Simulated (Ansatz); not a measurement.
According to plane-wave PAW r²SCAN+D4 (Ansatz code), I in the molecular I2 type structure (Cmce) relaxes to a = 7.511 Å, b = 4.589 Å, c = 9.791 Å.

It is gapped at this level: 1.20 eV (indirect).

Symmetry was held in the r²SCAN+D4 relaxation. Spin–orbit coupling is left out wherever it is not named.

Potentials: the later of the program's two PAW sets.
